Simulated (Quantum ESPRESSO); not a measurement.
## Si2BO5F (convergence and cost over cutoff and k mesh)

A calculation, not a measurement. The program is pw.x of Quantum ESPRESSO 7.5 (plane-wave density functional theory). The cell is made up: 9 atoms on a quartz lattice, with randomly drawn elements, strain and displacements, not relaxed. PseudoDojo standard norm-conserving files (v0.5 for PBE, v0.4.1 for LDA and PBEsol) set the functional; there is no spin polarisation, spin-orbit coupling or dispersion term, and the masses in the input are unused placeholders.

Input of the run in row 4:

```
&control calculation='scf', pseudo_dir='./dojo.nc.sr.pbe.v0_5.standard.upf', outdir='./o', disk_io='medium', tprnfor=.true., tstress=.true. /
&system ibrav=0, nat=9, ntyp=4, nbnd=30, ecutwfc=84.00895049, nosym=.true., tot_charge=0,
 occupations='smearing', smearing='fd', degauss=0.0018374661
/
&electrons conv_thr=7.350e-09, electron_maxstep=60, /
ATOMIC_SPECIES
B 1.0 B.upf
F 1.0 F.upf
O 1.0 O.upf
Si 1.0 Si.upf
CELL_PARAMETERS angstrom
5.1763 0.0246 0.0737
-2.5669 4.4762 -0.0435
0.0813 -0.0085 5.7041
ATOMIC_POSITIONS angstrom
Si 2.5001 0.0292 4.012
Si -1.188 2.11 1.7688
B 1.3306 2.3922 0.0841
O 1.4876 1.1361 4.5263
O 3.2995 0.6702 2.7138
O 3.0888 2.5425 0.6684
O 0.3189 1.8148 1.2644
O -1.1124 3.1219 3.2587
F 0.9011 3.9693 5.2982
K_POINTS automatic
5 5 4 1 1 1
```

The same cell was run at these settings. Meshes are shifted by half a step, and differences are from the last row, which is itself not exact.

```
cutoff (eV)     k mesh  k points solved  threshold (eV)  free energy less the last row's (eV)  pressure (GPa)  largest stress difference (GPa)  largest force difference (eV/Å)  iterations  wall time (s)  k-point pools              processor
        800  2 x 2 x 2                4           1e-04                                 0.978          -28.02                             8.25                            0.034           8             24              1  AMD EPYC, Zen 5 class
       1143  1 x 1 x 1                1           1e-07                                 0.024          -20.00                             0.69                            0.911          13             23              1  AMD EPYC, Zen 5 class
        656  5 x 5 x 4               50           1e-07                                 5.405          -49.77                            30.10                            0.114          13            188              1  AMD EPYC, Zen 5 class
       1143  5 x 5 x 4               50           1e-07                                 0.002          -19.81                             0.02                            0.002          12            388              1  AMD EPYC, Zen 5 class
       1437  7 x 7 x 6              147           1e-07                                 0.000          -19.79                             0.00                            0.000          12            368              4        AMD EPYC, older
```

Each pool is one process. Wall times include start-up and a band step at six k points, which weighs most on the coarsest meshes. The runs were on shared virtual cores whose load varied, so times are rough.